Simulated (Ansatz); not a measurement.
Li:
Space group Fd-3m, origin choice 1 (No. 227); a = 5.8821 Å, b = 5.8821 Å, c = 5.8821 Å, α = 90.00°, β = 90.00°, γ = 90.00°

```
atom  site  symmetry       x       y       z
----  ----  --------  ------  ------  ------
Li      8b      -43m  0.5000  0.5000  0.5000
```
(The calculation used a cell of 2 atoms; values per cell refer to that cell.)

Relaxed with PBEsol.

### Question
Decompose the optical modes at the zone centre into irreducible representations, and say which are infrared and Raman allowed.

### Answer
Point group m-3m: Γ_opt = T2g. Infrared: none. Raman: T2g.

### Question
Assign frequencies (DFPT, PBEsol in the plane-wave PAW code Ansatz).

### Answer
T2g 302 cm⁻¹.

The start of the workflow was typed in or built on a structure type; neither database checked (COD, Materials Project) lists it. It is not the phase usual at ambient conditions (space group No. 229). Symmetry was held in the PBEsol relaxation. At this level the phase is mechanically unstable. The volume moved by -25 % from the start of the relaxation. As this level gives no gap, phonon frequencies hold no LO–TO term and depend on the k-mesh and smearing (Fermi–Dirac, 0.1 eV here).

Potentials: the later of the program's two PAW sets.
